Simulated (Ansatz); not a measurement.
**SiC: pressure against volume**

SiC, P6_3mc, a = 3.095 Å, c = 15.186 Å. The compound has several low-lying forms, and this is one of them. Ansatz: PBE, PAW, 420 eV, Γ-centred 12×12×2 mesh on 12 atoms, Gaussian smearing 0.02 eV; no spin polarisation. Shape and atoms are relaxed at each volume; pressure is positive in compression.

```tsv
V (Å³/atom)	P (GPa)
9.238	34.92
9.553	24.17
9.868	14.90
10.183	6.91
10.497	0.02
10.812	?
11.127	-11.04
11.547	-16.77
```

Q: Take V0 = 10.497 Å³/atom, count pressures from its P0 = 0.02 GPa, fit the third-order Birch–Murnaghan form to the other rows, and predict the missing pressure.

A: With the Eulerian strain f = ½[(V0/V)^(2/3) − 1] and y = (P − P0)/[3f(1 + 2f)^(5/2)], the form is the line y = B0 + 1.5 B0 (B0′ − 4) f. Rows (f, y): 0.04445, 211.5; 0.03242, 212.2; 0.02103, 212.8; 0.01023, 213.4; -0.01906, 213.2; -0.03079, 213.1. Means f = 0.009713, y = 212.70; Σ(Δf)² = 0.004319, ΣΔfΔy = -0.08213; the slope is their ratio. y = 212.9 − 19.02 f GPa, so B0 = 212.9 GPa and B0′ = 4 + 2 × (-19.02)/(3 × 212.9) = 3.94. At V = 10.812, f = -0.00976, y = 213.09 and P = -5.92 GPa. The run gave -5.92 GPa, the same to the digits shown.

Cost: 8 runs of about 15 core-minutes in all, on AMD EPYC (Zen 3) (shared hosts).